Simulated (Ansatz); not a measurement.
The start is a generated cell, P built in the trigonal-Se structure type. A full variable-cell relaxation at zero pressure is run with r2SCAN (plane waves to 500 eV, PAW, scalar-relativistic; Ansatz, a quantum-chemistry and plane-wave program). The first steps use a coarse 7×7×5 k-mesh.

Initial structure:
```
CELL_PARAMETERS angstrom
      3.93716     0.00000     0.00000
     -1.96858     3.40968     0.00000
      0.00000     0.00000     4.46685
ATOMIC_POSITIONS crystal
  P  0.22540 0.00000 0.83333
  P  0.00000 0.22540 0.16667
  P  0.77460 0.77460 0.50000
```

```yaml
largest_initial_force: about 0.6 eV/Å, on P1, P2, P3 (atoms numbered as listed)
outcome: The space group goes from P3₁21 (No. 152) to Pm-3m (No. 221); the end is simple cubic type, with 1 atom in the primitive cell
energy_released: 0.48 to 0.49 eV/atom (the two k-meshes of the run give this range)
volume_change: -27.6 %, from 19.99 to 14.46 Å³/atom
Shortest distances (start → end): "The closest pairs of elements (up to four, under 3.6 Å), start → end: P–P 2.14 → 2.44 Å"
band_gap_at_the_end: no gap (metallic)
optimiser_moves: 14
```

Final values are on a 19×19×19 k-mesh of the relaxed cell. No spin polarisation in the result. The relaxed primitive cell holds an odd number of electrons. A magnetic state may lie lower.

The run could not lose the symmetry of its start.

The relaxed structure has the type that P is known to take under pressure; here it was relaxed at zero pressure, from a generated start.
